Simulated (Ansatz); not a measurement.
ZnS:
```xyz
4
Lattice="3.7823 0.0000 0.0000 -1.8911 3.2755 0.0000 0.0000 0.0000 6.2076" Properties=species:S:1:pos:R:3 pbc="T T T"
Zn     0.0000     2.1837     0.0024
Zn     1.8911     1.0918     3.1062
S      0.0000     2.1837     2.3254
S      1.8911     1.0918     5.4292
```

Relaxed with PBEsol. Special points in fractions of this cell's reciprocal vectors: Γ (0.000, 0.000, 0.000); M (0.500, 0.000, 0.000); K (0.333, 0.333, 0.000); A (0.000, 0.000, 0.500); L (0.500, 0.000, 0.500); H (0.333, 0.333, 0.500).

**Question.** List the band energies nearest the valence-band maximum at these points for the program Ansatz at the PBEsol level (PAW).

**Answer.** In eV from the valence-band maximum; about four levels below and three above (degenerate sets whole), none deeper than 8.9 eV; points with the same levels are listed once.

| k | below | above |
|---|---|---|
| Γ | -0.94 -0.94 -0.09 0.00 0.00 | 2.15 3.01 6.17 6.17 |
| M | -3.43 -2.35 -1.79 -0.93 | 3.50 4.19 4.95 |
| K | -4.04 -2.44 -2.44 -2.19 | 4.03 5.92 5.92 |
| A | -0.49 -0.49 -0.49 -0.49 | 3.49 3.49 6.63 6.63 6.63 6.63 |
| L | -1.71 -1.71 -1.69 -1.69 | 3.40 3.40 5.08 5.08 |
| H | -3.20 -3.20 -1.42 -1.42 | 4.40 4.40 6.16 6.16 |

Space group P6_3mc (wurtzite). The PBEsol relaxation kept the symmetry of its start.

Potentials: the earlier of the program's two PAW sets. The files were generated under PBE; for other functionals the program regenerates the frozen cores, and for LDA and PBEsol the local potential too.
